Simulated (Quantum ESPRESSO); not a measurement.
InMgAl4Ga2P7S, finding a planted mistake in a log

Computed values, not a measurement. The program is pw.x of Quantum ESPRESSO 7.5 (plane-wave density functional theory). The cell is made up: 16 atoms on a doubled zincblende/diamond lattice, with randomly drawn elements, strain and displacements, not relaxed. PseudoDojo standard norm-conserving files (v0.5 for PBE, v0.4.1 for LDA and PBEsol) set the functional; there is no spin polarisation, spin-orbit coupling or dispersion term, and the masses in the input are unused placeholders.

Intended input:

```
&control calculation='scf', pseudo_dir='./dojo.nc.sr.pbe.v0_5.standard.upf', outdir='./o', disk_io='low', tprnfor=.true., tstress=.true. /
&system ibrav=0, nat=16, ntyp=6, nbnd=57, ecutwfc=84.00895049, nosym=.true., tot_charge=0,
 occupations='smearing', smearing='fd', degauss=0.0018374661
/
&electrons conv_thr=7.350e-09, electron_maxstep=60, /
ATOMIC_SPECIES
Al 1.0 Al.upf
Ga 1.0 Ga.upf
In 1.0 In.upf
Mg 1.0 Mg.upf
P 1.0 P.upf
S 1.0 S.upf
CELL_PARAMETERS angstrom
5.8156 0.0055 0.0143
0.0055 5.6862 0.0116
0.0286 0.0232 11.2957
ATOMIC_POSITIONS angstrom
In 0.0495 -0.0452 0.015
Mg 0.0623 2.8409 2.7742
Al 2.9995 0.0632 2.6498
Al 2.9035 2.802 0.0773
Ga -0.0203 -0.0694 5.6203
Al 0.0264 2.8511 8.5134
Ga 2.9536 0.016 8.4597
Al 2.8868 2.8238 5.5752
P 1.4358 1.4596 1.3715
P 1.5042 4.218 4.2628
P 4.4152 1.5387 4.1713
P 4.3693 4.2975 1.5352
P 1.3571 1.419 6.9501
P 1.4464 4.3615 9.8989
P 4.292 1.5126 9.9346
S 4.3981 4.1074 7.1043
K_POINTS automatic
4 4 2 1 1 1
```

The log is shortened where brackets say so; the opening notice, blank lines, dates and the lines on written files are dropped, and the path of the files is cut. It prints rydbergs, bohrs and kilobars, and counts compression as positive stress.

Log of the intended run:

```
     Program PWSCF v.7.5
     Parallel version (MPI & OpenMP), running on       4 processor cores
     Number of MPI processes:                 4
     Threads/MPI process:                     1
     [start-up lines left out]
     bravais-lattice index     =            0
     lattice parameter (alat)  =      10.9899  a.u.
     unit-cell volume          =    2520.7019 (a.u.)^3
     number of atoms/cell      =           16
     number of atomic types    =            6
     number of electrons       =       102.00
     number of Kohn-Sham states=           57
     kinetic-energy cutoff     =      84.0090  Ry
     charge density cutoff     =     336.0358  Ry
     scf convergence threshold =      7.3E-09
     mixing beta               =       0.7000
     number of iterations used =            8  plain     mixing
     Exchange-correlation= PBE
                           (   1   4   3   4   0   0   0)
     [axes and pseudopotential details left out]
   Cartesian axes
     site n.     atom                  positions (alat units)
         1        In     tau(   1) = (   0.0085116  -0.0077722   0.0025793  )
         2        Mg     tau(   2) = (   0.0107125   0.4884948   0.4770257  )
         3        Al     tau(   3) = (   0.5157661   0.0108673   0.4556350  )
         4        Al     tau(   4) = (   0.4992589   0.4818059   0.0132918  )
         5        Ga     tau(   5) = (  -0.0034906  -0.0119334   0.9664146  )
         6        Al     tau(   6) = (   0.0045395   0.4902487   1.4638851  )
         7        Ga     tau(   7) = (   0.5078736   0.0027512   1.4546514  )
         8        Al     tau(   8) = (   0.4963873   0.4855544   0.9586596  )
         9        P      tau(   9) = (   0.2468868   0.2509793   0.2358304  )
        10        P      tau(  10) = (   0.2586483   0.7252881   0.7329915  )
        11        P      tau(  11) = (   0.7591968   0.2645806   0.7172580  )
        12        P      tau(  12) = (   0.7513042   0.7389582   0.2639787  )
        13        P      tau(  13) = (   0.2333543   0.2439981   1.1950746  )
        14        P      tau(  14) = (   0.2487095   0.7499630   1.7021229  )
        15        P      tau(  15) = (   0.7380124   0.2600926   1.7082615  )
        16        S      tau(  16) = (   0.7562564   0.7062703   1.2215894  )
     number of k points=    16  Fermi-Dirac smearing, width (Ry)=  0.0018
                       cart. coord. in units 2pi/alat
        k(    1) = (   0.1245648   0.1274632   0.1281360), wk =   0.1250000
        k(    2) = (   0.1251973   0.1279877  -0.1292930), wk =   0.1250000
     [further k points left out]
     Dense  grid:   262183 G-vectors     FFT dimensions: (  72,  64, 125)
     Estimated max dynamical RAM per process >     593.84 MB
     Estimated total dynamical RAM >       2.13 GB
     Initial potential from superposition of free atoms
     starting charge     101.9792, renormalised to     102.0000
     Starting wfcs are   80 randomized atomic wfcs
     total cpu time spent up to now is       10.7 secs
     per-process dynamical memory:   425.3 Mb
     Self-consistent Calculation
     iteration #  1     ecut=    84.01 Ry     beta= 0.70
     Davidson diagonalization with overlap
     ethr =  1.00E-02,  avg # of iterations =  4.0
     Threshold (ethr) on eigenvalues was too large:
     Diagonalizing with lowered threshold
     Davidson diagonalization with overlap
     ethr =  9.10E-04,  avg # of iterations =  1.9
     total cpu time spent up to now is       45.1 secs
     total energy              =    -695.22196211 Ry
     estimated scf accuracy    <       0.94538942 Ry
     iteration #  2     ecut=    84.01 Ry     beta= 0.70
     Davidson diagonalization with overlap
     ethr =  9.27E-04,  avg # of iterations =  6.2
     total cpu time spent up to now is       67.2 secs
     total energy              =    -694.61304645 Ry
     estimated scf accuracy    <       3.99103061 Ry
     [iterations 3 to 11 left out]
     iteration # 12     ecut=    84.01 Ry     beta= 0.70
     Davidson diagonalization with overlap
     ethr =  3.28E-10,  avg # of iterations =  2.0
     total cpu time spent up to now is      260.9 secs
     total energy              =    -695.57481708 Ry
     estimated scf accuracy    <       0.00000008 Ry
     iteration # 13     ecut=    84.01 Ry     beta= 0.70
     Davidson diagonalization with overlap
     ethr =  7.60E-11,  avg # of iterations =  3.5
     total cpu time spent up to now is      277.0 secs
     End of self-consistent calculation
     [lines on levels left out]
!    total energy              =    -695.57481710 Ry
     estimated scf accuracy    <          5.1E-09 Ry
     smearing contrib. (-TS)   =      -0.00000000 Ry
     internal energy E=F+TS    =    -695.57481710 Ry
     The total energy is F=E-TS. E is the sum of the following terms:
     one-electron contribution =    -381.22690752 Ry
     hartree contribution      =     239.70191843 Ry
     xc contribution           =    -182.94724179 Ry
     ewald contribution        =    -371.10258622 Ry
     convergence has been achieved in  13 iterations
     Forces acting on atoms (cartesian axes, Ry/au):
     atom    1 type  3   force =    -0.04972829    0.03380116    0.01955944
     atom    2 type  4   force =     0.01052283    0.01493886    0.01400477
     atom    3 type  1   force =    -0.03357974    0.02267928    0.05422435
     atom    4 type  1   force =    -0.01038420    0.03364666    0.00600158
     atom    5 type  2   force =     0.01062973    0.01796086   -0.04745054
     atom    6 type  1   force =     0.01113652   -0.01629387    0.01326243
     atom    7 type  2   force =    -0.03204280    0.02372678    0.01055570
     atom    8 type  1   force =    -0.00412044   -0.01830097   -0.01501224
     atom    9 type  5   force =     0.06071642   -0.00462365    0.00789561
     atom   10 type  5   force =     0.01915379    0.04368771    0.00738741
     atom   11 type  5   force =    -0.04011968   -0.05871703    0.04457226
     atom   12 type  5   force =    -0.03251789   -0.03249192   -0.04280234
     atom   13 type  5   force =     0.02615526    0.00192858    0.03589093
     atom   14 type  5   force =     0.05922992   -0.08026560   -0.06396303
     atom   15 type  5   force =     0.01773710   -0.00070281   -0.04334269
     atom   16 type  6   force =    -0.01278852    0.01902594   -0.00078364
     Total force =     0.227474     Total SCF correction =     0.000272
     Computing stress (Cartesian axis) and pressure
          total   stress  (Ry/bohr**3)                   (kbar)     P=      -29.35
  -0.00025201  -0.00004720  -0.00009326          -37.07       -6.94      -13.72
  -0.00004720  -0.00018110   0.00004693           -6.94      -26.64        6.90
  -0.00009326   0.00004693  -0.00016536          -13.72        6.90      -24.33
     init_run     :     10.08s CPU     10.49s WALL (       1 calls)
     electrons    :    263.20s CPU    266.41s WALL (       1 calls)
     forces       :      3.81s CPU      3.93s WALL (       1 calls)
     stress       :     11.47s CPU     11.84s WALL (       1 calls)
     [timing details left out]
     PWSCF        :   4m48.79s CPU   4m53.07s WALL
     JOB DONE.
```

A second run was made from an input with one planted mistake. Its log:

```
     Program PWSCF v.7.5
     Parallel version (MPI & OpenMP), running on       4 processor cores
     Number of MPI processes:                 4
     Threads/MPI process:                     1
     [start-up lines left out]
     bravais-lattice index     =            0
     lattice parameter (alat)  =      10.9899  a.u.
     unit-cell volume          =    2520.7019 (a.u.)^3
     number of atoms/cell      =           16
     number of atomic types    =            6
     number of electrons       =       102.00
     number of Kohn-Sham states=           57
     kinetic-energy cutoff     =      84.0090  Ry
     charge density cutoff     =     336.0358  Ry
     scf convergence threshold =      7.3E-09
     mixing beta               =       0.7000
     number of iterations used =            8  plain     mixing
     Exchange-correlation= PBE
                           (   1   4   3   4   0   0   0)
     [axes and pseudopotential details left out]
   Cartesian axes
     site n.     atom                  positions (alat units)
         1        In     tau(   1) = (   0.0085116  -0.0077722   0.0025793  )
         2        P      tau(   2) = (   0.0107125   0.4884948   0.4770257  )
         3        Al     tau(   3) = (   0.5157661   0.0108673   0.4556350  )
         4        Al     tau(   4) = (   0.4992589   0.4818059   0.0132918  )
         5        Ga     tau(   5) = (  -0.0034906  -0.0119334   0.9664146  )
         6        Al     tau(   6) = (   0.0045395   0.4902487   1.4638851  )
         7        Ga     tau(   7) = (   0.5078736   0.0027512   1.4546514  )
         8        Al     tau(   8) = (   0.4963873   0.4855544   0.9586596  )
         9        P      tau(   9) = (   0.2468868   0.2509793   0.2358304  )
        10        P      tau(  10) = (   0.2586483   0.7252881   0.7329915  )
        11        P      tau(  11) = (   0.7591968   0.2645806   0.7172580  )
        12        P      tau(  12) = (   0.7513042   0.7389582   0.2639787  )
        13        P      tau(  13) = (   0.2333543   0.2439981   1.1950746  )
        14        P      tau(  14) = (   0.2487095   0.7499630   1.7021229  )
        15        Mg     tau(  15) = (   0.7380124   0.2600926   1.7082615  )
        16        S      tau(  16) = (   0.7562564   0.7062703   1.2215894  )
     number of k points=    16  Fermi-Dirac smearing, width (Ry)=  0.0018
                       cart. coord. in units 2pi/alat
        k(    1) = (   0.1245648   0.1274632   0.1281360), wk =   0.1250000
        k(    2) = (   0.1251973   0.1279877  -0.1292930), wk =   0.1250000
     [further k points left out]
     Dense  grid:   262183 G-vectors     FFT dimensions: (  72,  64, 125)
     Estimated max dynamical RAM per process >     593.84 MB
     Estimated total dynamical RAM >       2.13 GB
     Initial potential from superposition of free atoms
     starting charge     101.9792, renormalised to     102.0000
     Starting wfcs are   80 randomized atomic wfcs
     total cpu time spent up to now is       10.4 secs
     per-process dynamical memory:   425.3 Mb
     Self-consistent Calculation
     iteration #  1     ecut=    84.01 Ry     beta= 0.70
     Davidson diagonalization with overlap
     ethr =  1.00E-02,  avg # of iterations =  3.7
     Threshold (ethr) on eigenvalues was too large:
     Diagonalizing with lowered threshold
     Davidson diagonalization with overlap
     ethr =  6.40E-04,  avg # of iterations =  4.0
     total cpu time spent up to now is       46.1 secs
     total energy              =    -694.83811684 Ry
     estimated scf accuracy    <       0.69622840 Ry
     iteration #  2     ecut=    84.01 Ry     beta= 0.70
     Davidson diagonalization with overlap
     ethr =  6.83E-04,  avg # of iterations =  6.8
     total cpu time spent up to now is       69.4 secs
     total energy              =    -694.03852855 Ry
     estimated scf accuracy    <       7.47549804 Ry
     [iterations 3 to 14 left out]
     iteration # 15     ecut=    84.01 Ry     beta= 0.70
     Davidson diagonalization with overlap
     ethr =  1.30E-11,  avg # of iterations =  5.1
     total cpu time spent up to now is      315.2 secs
     total energy              =    -695.10917984 Ry
     estimated scf accuracy    <       0.00000001 Ry
     iteration # 16     ecut=    84.01 Ry     beta= 0.70
     Davidson diagonalization with overlap
     ethr =  1.30E-11,  avg # of iterations =  1.9
     total cpu time spent up to now is      330.4 secs
     End of self-consistent calculation
     [lines on levels left out]
!    total energy              =    -695.10917984 Ry
     estimated scf accuracy    <          2.3E-09 Ry
     smearing contrib. (-TS)   =      -0.00105690 Ry
     internal energy E=F+TS    =    -695.10812294 Ry
     The total energy is F=E-TS. E is the sum of the following terms:
     one-electron contribution =    -403.75314197 Ry
     hartree contribution      =     251.19140644 Ry
     xc contribution           =    -182.72301447 Ry
     ewald contribution        =    -359.82337294 Ry
     convergence has been achieved in  16 iterations
     Forces acting on atoms (cartesian axes, Ry/au):
     atom    1 type  3   force =    -0.03289204    0.00716520    0.02007441
     atom    2 type  5   force =    -0.01208303   -0.00475805    0.02756727
     atom    3 type  1   force =    -0.02553001    0.02517341    0.04297846
     atom    4 type  1   force =    -0.04301102    0.07440892    0.03795406
     atom    5 type  2   force =     0.00250575    0.02007711   -0.01686876
     atom    6 type  1   force =     0.04940184    0.01696164   -0.02260648
     atom    7 type  2   force =    -0.02694127    0.00652216   -0.01232900
     atom    8 type  1   force =     0.00321041   -0.02075448    0.01534391
     atom    9 type  5   force =     0.03378081    0.02141666    0.05661501
     atom   10 type  5   force =    -0.00066166    0.02570311   -0.02576111
     atom   11 type  5   force =    -0.00147200   -0.02604002   -0.00562998
     atom   12 type  5   force =    -0.01001791   -0.04191538   -0.01187659
     atom   13 type  5   force =     0.02346312   -0.00297104    0.00618343
     atom   14 type  5   force =     0.05058281   -0.07285875   -0.05125533
     atom   15 type  4   force =     0.00307317   -0.03290088   -0.02579255
     atom   16 type  6   force =    -0.01340897    0.00477040   -0.03459676
     Total force =     0.207468     Total SCF correction =     0.000190
     Computing stress (Cartesian axis) and pressure
          total   stress  (Ry/bohr**3)                   (kbar)     P=       -5.38
  -0.00008980  -0.00010247  -0.00009789          -13.21      -15.07      -14.40
  -0.00010247  -0.00004765   0.00008862          -15.07       -7.01       13.04
  -0.00009789   0.00008862   0.00002765          -14.40       13.04        4.07
     init_run     :      9.71s CPU     10.10s WALL (       1 calls)
     electrons    :    315.92s CPU    320.15s WALL (       1 calls)
     forces       :      3.89s CPU      4.02s WALL (       1 calls)
     stress       :     11.66s CPU     12.03s WALL (       1 calls)
     [timing details left out]
     PWSCF        :   5m41.52s CPU   5m46.80s WALL
     JOB DONE.
```

Question: what was wrong in the second input?

Answer: two atoms have their elements exchanged. The input lines that differ, file-writing options aside:

```
- Mg 0.0623 2.8409 2.7742
+ P 0.0623 2.8409 2.7742
- P 4.292 1.5126 9.9346
+ Mg 4.292 1.5126 9.9346
```

|  | intended run | run with the mistake |
| --- | --- | --- |
| free energy (eV) | -9463.778 | -9457.442 |
| smearing term -TS (eV) | 0.0000 | -0.0144 |
| pressure (GPa) | -2.93 | -0.54 |
| largest force component (eV/Å) | 2.064 | 1.913 |
| largest change of a force component (eV/Å) |  | 1.291 |
| iterations | 13 | 16 |

For scale, a rerun of the intended cell at a cutoff of 1437 eV and k mesh 6 x 6 x 4 moved values by no more than 0.011 eV in energy, 0.02 GPa in stress and 0.009 eV/Å in force.